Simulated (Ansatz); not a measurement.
CaAu2 in space group Imma (No. 74; Ca on 4e, Au on 8h), the program Ansatz at the PBE level (PAW), all energies at zero smearing, with the estimated change up to a 700 eV cutoff added, with one set of potentials and settings (totals compare only within such a set). Cell of 6 atoms (2 Ca, 4 Au): -56235.361 eV.

```csv
element,reference phase,E (eV/atom)
Ca,"Fm-3m, 1 atoms in the cell",-1816.8597
Au,"Fm-3m, 1 atoms in the cell",-13149.3277
```

Formation energy per atom, worked out: (-56235.361 − 2×(-1816.8597) − 4×(-13149.3277))/6 = -0.722 eV/atom (-70 kJ per mol of atoms), at 0 K, without zero-point energy or fitted corrections.

The first step of the workflow began from a Materials Project structure, measured or hypothetical; the Crystallography Open Database files this formula in space group No. 74, but the cells were not matched. Whether it is the stable phase at ambient conditions was not checked. Symmetry was held in the PBE relaxation; whether a distortion lowers the energy is not shown. The references are the lowest solids computed at this level, not always the standard phases. Spin–orbit coupling is left out wherever it is not named.

Potentials: the later of the program's two PAW sets.
